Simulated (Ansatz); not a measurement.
One crystal and one scan (scan of one atom of the cell) at two levels, PBE (plane waves to 420 eV, PAW, scalar-relativistic; Ansatz, a quantum-chemistry and plane-wave program) and r2SCAN (plane waves to 500 eV, PAW, scalar-relativistic; Ansatz), each from its own relaxed cell and on its own mesh. The cell shown is that of PBE.

Relaxed BaTiO₃ (cubic perovskite):

```yaml
crystal:
  lattice:
    - [4.01946, 0.00000, 0.00000]
    - [0.00000, 4.01946, 0.00000]
    - [0.00000, 0.00000, 4.01946]
  atoms:
    - { symbol: Ba, position: [0.00000, 0.00000, 0.00000] }
    - { symbol: Ti, position: [0.50000, 0.50000, 0.50000] }
    - { symbol: O, position: [0.00000, 0.50000, 0.50000] }
    - { symbol: O, position: [0.50000, 0.50000, 0.00000] }
    - { symbol: O, position: [0.50000, 0.00000, 0.50000] }
```

Scan: atom 4 (O, nearest neighbour Ti at 2.010 Å; its periodic images, 4.0 Å or more away, move with it) is displaced along Cartesian [111], direction (0.577, 0.577, 0.577) in Cartesian axes, by s. The other atoms stay.

E stands for the smeared free energy. BaTiO3 is run without spin polarisation. BaTiO3 was relaxed with its symmetry unable to fall. The PAW data are Ansatz's earlier set. This is a high-temperature form of BaTiO3. Both scans cover s from -0.400 to 0.400 Å.

ΔE (meV/cell), each from the undisplaced structure of its own level:

```csv
s (Å),PBE,r2SCAN
-0.400,448,509
-0.320,274,withheld
-0.240,148,169
-0.160,64,73
-0.080,16,18
0.000,0,0
0.080,16,18
0.160,64,73
0.240,148,169
0.320,274,withheld
0.400,448,509
```

Estimate the r2SCAN value at 0.320 from the PBE value there and the ratio of the two levels in the two nearest given rows on that side of the minimum.

At 0.240 and 0.400 the ratio r2SCAN/PBE averages 1.139, which gives 1.139 × 274 = 312 meV/cell. The calculation gives 312 meV/cell, +13.9 % against PBE.

(For displaced atoms, the force is minus the slope of the energy, and its curvature is a force constant, which sets phonon frequencies.)
